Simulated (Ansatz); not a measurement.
A generated cell, not matched to a known phase here, of Hf(TiB$_{3}$)$_{2}$: P6/mmm (No. 191), hP9; a = b = 5.3076 Å, c = 3.3248 Å, α = β = 90.00°, γ = 120.00°; Ti 2c (0.333, 0.667, 0.000); Hf 1a (0.000, 0.000, 0.000); B 6k (0.337, 0.337, 0.500). Calculation: r2SCAN (plane waves to 500 eV, PAW, scalar-relativistic; Ansatz, a program for electronic structure). Element references, the lowest calculated here: Hf (P6₃/mmc), Ti (P6/mmm, not the ambient form), B (R-3m).

Task: Predict the formation energy of this P6/mmm form of Hf(TiB3)2 from the elements from r2SCAN.

Result: -1.08 eV/atom.

A lower structure of this composition may exist.

Static energies, no anion corrections, no zero-point energy. Values are rounded to 0.01 eV/atom. Not shown to be the ambient phase of their composition (a lower form may be missing, and a cell relaxed within its start's symmetry can be a saddle point): Hf(TiB3)2 (P6/mmm). Spin-orbit coupling is missing from these energies, which matters for elements this heavy. The compounds carry no spin polarisation.
